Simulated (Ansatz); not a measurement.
# Straining TiSb2

These are results of Ansatz, DFT PBEsol, scalar-relativistic, plane waves, PAW, not measurements. (420 eV cutoff, 6×6×6 k-mesh, Gaussian smearing of 0.10 eV, no spin polarisation)

Starting point, cell and atoms relaxed:

```xyz
12
Lattice="6.6350 0.0000 0.0000 0.0000 6.6350 0.0000 0.0000 0.0000 5.7141" Properties=species:S:1:pos:R:3 pbc="T T T"
Ti    0.0000    0.0000    1.4285
Ti    0.0000    0.0000    4.2855
Ti    3.3175    3.3175    4.2855
Ti    3.3175    3.3175    1.4285
Sb    1.0152    4.3327    0.0000
Sb    2.3023    1.0152    0.0000
Sb    2.3023    5.6199    2.8570
Sb    1.0152    2.3023    2.8570
Sb    4.3327    1.0152    2.8570
Sb    5.6199    4.3327    2.8570
Sb    5.6199    2.3023    0.0000
Sb    4.3327    5.6199    0.0000
```

Deformation: all cell vectors scaled alike, the atoms relaxed, all within the symmetry that the strain leaves. Energies are extrapolated to zero smearing. Stress is positive in compression, on the Cartesian axes of the cell above. On this cell's mesh the reference holds a stress of up to 0.29 GPa.

```tsv
strain (%)	ΔE (meV/atom)	a (Å)	b (Å)	c (Å)	σxx (GPa)	σyy (GPa)	σzz (GPa)
-3.0	?	6.436	6.436	5.543	?	?	?
-2.0	25.0	6.502	6.502	5.600	7.37	7.37	6.01
-1.0	5.9	6.569	6.569	5.657	3.48	3.48	2.63
+0.0	0.0	6.635	6.635	5.714	0.10	0.10	-0.29
+1.0	5.8	6.701	6.701	5.771	-2.81	-2.81	-2.82
+2.0	?	6.768	6.768	5.828	?	?	?
+3.0	48.1	6.834	6.834	5.885	-7.47	-7.47	-6.86
```

(1) Fill in the row at -3.0 %.

(2) Fill in the row at +2.0 %.

Answers

(1) ΔE 58.5 meV/atom; σxx 11.83 GPa; σyy 11.83 GPa; σzz 9.91 GPa.

(2) ΔE 22.2 meV/atom; σxx -5.32 GPa; σyy -5.32 GPa; σzz -5.00 GPa.